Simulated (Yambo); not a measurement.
Ba2MgMoO6 (space group Fm-3m, No. 225), G0W0@LDA in Yambo with this input:

```
rim_cut
gw0
dyson
el_el_corr
HF_and_locXC
ppa
em1d
RandQpts= 1000000
RandGvec= 1 Ry
EXXRLvcs= 84 Ry
VXCRLvcs= 336 Ry
Chimod= "HARTREE"
% BndsRnXp
 3 | 214 |
%
NGsBlkXp= 7 Ry
% LongDrXp
 1.0 | 1.0 | 1.0 |
%
PPAPntXp= 27.2114 eV
% GbndRnge
 1 | 214 |
%
GTermKind= "BG"
DysSolver= "n"
ExtendOut
```

On a 2×2×2 mesh, with wavefunctions cut at 84 Ry, the gap (Γ → X) is 3.524 eV and the valence edge shifts by -0.347 eV.

### Question
What happens with this change: exchange cut at 20 Ry?

### Answer
The gap falls by 0.097 eV, to 3.427 eV; the shift of the valence edge becomes -0.014 eV. Neither run is shown to be the converged limit.

Spin-orbit coupling is not included.

Geometry of the Materials Project entry, not relaxed at this level; primitive cell a = 5.807 Å, b = 5.807 Å, c = 5.807 Å, α = 60.00°, β = 60.00°, γ = 60.00°.

The structure is a Materials Project entry; no match was found in the copy of COD used, and its stability was not checked.

A shift is the quasiparticle energy of the state minus its LDA energy.
